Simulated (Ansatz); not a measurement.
Fe2O3:
```yaml
crystal:
  lattice:
    - [2.54841, 1.47132, 4.59249]
    - [-2.54841, 1.47132, 4.59249]
    - [0.00000, -2.94265, 4.59249]
  atoms:
    - { symbol: Fe, position: [0.35511, 0.35511, 0.35511], spin: 4.1 }
    - { symbol: Fe, position: [0.14489, 0.14489, 0.14489], spin: 4.1 }
    - { symbol: Fe, position: [0.64489, 0.64489, 0.64489], spin: 4.1 }
    - { symbol: Fe, position: [0.85511, 0.85511, 0.85511], spin: 4.1 }
    - { symbol: O, position: [0.55536, 0.94464, 0.25000], spin: 0.6 }
    - { symbol: O, position: [0.25000, 0.55536, 0.94464], spin: 0.6 }
    - { symbol: O, position: [0.94464, 0.25000, 0.55536], spin: 0.6 }
    - { symbol: O, position: [0.44464, 0.05536, 0.75000], spin: 0.6 }
    - { symbol: O, position: [0.75000, 0.44464, 0.05536], spin: 0.6 }
    - { symbol: O, position: [0.05536, 0.75000, 0.44464], spin: 0.6 }
```

Relaxed with plane-wave PAW r²SCAN (Ansatz code). Indices refer to the conventional cell of R-3c, a = b = 5.0968 Å, c = 13.7775 Å, α = β = 90.00°, γ = 120.00°.

### Question
Simulate the powder diffraction pattern (Cu Kα, λ = 1.54184 Å; lines above 1 %) up to 2θ = 90°.

### Answer
Simulated powder pattern, Cu Kα, λ = 1.54184 Å (kinematic, ideal powder, no thermal factors, no anomalous dispersion; the 30 strongest lines at most, above 1 %, up to 2θ = 90°):

| 2θ (°) | d (Å) | I/Imax (%) | hkl |
|---|---|---|---|
| 23.94 | 3.716 | 29 | (0 1 -1 2) |
| 32.99 | 2.715 | 100 | (1 0 -1 4) |
| 35.22 | 2.548 | 76 | (1 1 -2 0) |
| 39.23 | 2.296 | 2.1 | (0006) |
| 40.48 | 2.228 | 19 | (1 1 -2 3) |
| 43.04 | 2.102 | 2.1 | (2 0 -2 2) |
| 49.02 | 1.858 | 40 | (0 2 -2 4) |
| 53.73 | 1.706 | 49 | (1 1 -2 6) |
| 56.78 | 1.621 | 2.6 | (1 2 -3 2) |
| 57.44 | 1.604 | 8.8 | (0 1 -1 8) |
| 61.79 | 1.501 | 34 | (2 1 -3 4) |
| 63.20 | 1.471 | 33 | (3 0 -3 0) |
| 69.19 | 1.358 | 3.3 | (2 0 -2 8) |
| 71.77 | 1.315 | 12 | (1 0 -1 10) |
| 71.96 | 1.312 | 1.9 | (1 1 -2 9) |
| 74.46 | 1.274 | 8.1 | (2 2 -4 0) |
| 76.97 | 1.239 | 3.0 | (3 0 -3 6)+(0 3 -3 6) |
| 77.79 | 1.228 | 1.2 | (2 2 -4 3) |
| 79.52 | 1.205 | 1.9 | (3 1 -4 2) |
| 80.09 | 1.198 | 4.8 | (1 2 -3 8) |
| 82.54 | 1.169 | 6.6 | (0 2 -2 10) |
| 83.87 | 1.154 | 10 | (1 3 -4 4) |
| 87.57 | 1.114 | 9.7 | (2 2 -4 6) |

Symmetry was held in the r²SCAN relaxation. Spin order of the final state: ferromagnetic, chosen from 2 collinear starts compared on coarse meshes (ties went to the first, and starts can fall back to one state), not a proven ground state. Textbook magnetic order: antiferromagnetic. The program gave a warning on the electronic state, which may not be the lowest. No Hubbard U is applied.

Potentials: the later of the program's two PAW sets.
